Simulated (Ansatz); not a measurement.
One crystal and one scan (frozen-phonon scan) at two levels, PBE (plane waves to 420 eV, PAW, scalar-relativistic; Ansatz, a program for electronic structure) and r2SCAN (plane waves to 500 eV, PAW, scalar-relativistic; Ansatz), each from its own relaxed cell and on its own mesh. The cell shown is that of PBE.

Relaxed GaN (wurtzite):

```xyz
8
Lattice="6.4368 0.0000 0.0000 -1.6092 2.7872 0.0000 0.0000 0.0000 5.2432" Properties=species:S:1:pos:R:3 pbc="T T T"
Ga     1.6092     0.9291     0.0051
Ga     4.8276     0.9291     0.0051
Ga     0.0000     1.8581     2.6267
Ga     3.2184     1.8581     2.6267
N      1.6092     0.9291     3.2730
N      4.8276     0.9291     3.2730
N      0.0000     1.8581     0.6514
N      3.2184     1.8581     0.6514
```

The atoms are displaced by Q × the pattern below (from a DFPT mode at M = (0.5, 0.0, 0.0), largest move 1; Q in Å), at fixed cell. (q is in reciprocal vectors of the primitive cell; the cell shown is doubled to hold the pattern.)

```tsv
atom	x	y	z
Ga1	0.809	0.467	-0.358
Ga2	-0.809	-0.467	0.358
Ga3	0.809	0.467	0.358
Ga4	-0.809	-0.467	-0.358
N5	0.137	0.079	0.155
N6	-0.137	-0.079	-0.155
N7	0.137	0.079	-0.155
N8	-0.137	-0.079	0.155
```

GaN was relaxed with its symmetry unable to fall. Both scans cover Q from -0.280 to 0.280 Å.

ΔE (meV/cell), each from the undisplaced structure of its own level:

| Q (Å) | PBE | r2SCAN |
|---|---|---|
| -0.280 | 3652 | 4042 |
| -0.233 | 2545 | 2817 |
| -0.187 | 1634 | 1808 |
| -0.140 | 921 | 1019 |
| -0.093 | 410 | 454 |
| -0.047 | 103 | withheld |
| 0.000 | 0 | 0 |
| 0.047 | 103 | withheld |
| 0.093 | 410 | 454 |
| 0.140 | 921 | 1019 |
| 0.187 | 1634 | 1808 |
| 0.233 | 2545 | 2817 |
| 0.280 | 3652 | 4042 |

Task: Estimate the r2SCAN value at -0.047 from the PBE value there and the ratio of the two levels in the two nearest given rows on that side of the minimum.

Result: At -0.093 and -0.140 the ratio r2SCAN/PBE averages 1.107, which gives 1.107 × 103 = 114 meV/cell. The calculation gives 113 meV/cell, +9.7 % against PBE.

(A displaced cell: forces are minus the slopes of the energy, force constants its curvatures, and phonons follow from these.)
